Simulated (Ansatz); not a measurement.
GaIr3N (anti-perovskite, space group No. 221), the program Ansatz at the PBEsol level (PAW), all energies at zero smearing, with the estimated change up to a 700 eV cutoff added, with one set of potentials and settings (totals compare only within such a set). Cell of 5 atoms (1 Ga, 3 Ir, 1 N): -39520.339 eV.

| element | reference phase | E (eV/atom) |
|---|---|---|
| Ga | Cmce, 4 atoms in the cell | -3743.2073 |
| Ir | Fm-3m, 1 atoms in the cell | -11800.4472 |
| N | Pa-3, 8 atoms in the cell | -378.4910 |

Formation energy per atom, worked out: (-39520.339 − 1×(-3743.2073) − 3×(-11800.4472) − 1×(-378.4910))/5 = 0.540 eV/atom (52 kJ per mol of atoms), at 0 K, without zero-point energy or fitted corrections.

Space group Pm-3m (anti-perovskite). The start of the workflow was typed in or built on a structure type; neither database checked (COD, Materials Project) lists it. Whether it is the stable phase at ambient conditions was not checked. The PBEsol relaxation kept the symmetry of its start. At this level the phase is dynamically unstable (imaginary phonons). The workflow began spin-polarised and lost its moments. The volume moved by 17 % from the start of the relaxation. Its formation energy is positive at this level, so the cell may be metastable or incomplete. The references are the lowest solids computed at this level, not always the standard phases (solids in place of the gases). Scalar-relativistic: spin–orbit coupling is off unless named, which matters more the heavier the elements.

Potentials: the earlier of the program's two PAW sets. The files were generated under PBE; for other functionals the program regenerates the frozen cores, and for LDA and PBEsol the local potential too.
